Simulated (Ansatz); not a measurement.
Q: Lu (hcp (Mg type), P6_3/mmc) is relaxed with PBE+D3(BJ) in the plane-wave PAW code Ansatz. What lattice parameters of the conventional cell result?

A: a = 3.456 Å, c = 5.378 Å.

Symmetry was held in the PBE+D3(BJ) relaxation. The pairwise dispersion correction was not fitted to metals. Axis ratios of metals converge slowly with the k-mesh, so a and c are less sure than the volume. Spin–orbit coupling is left out wherever it is not named.

Potentials: the later of the program's two PAW sets.
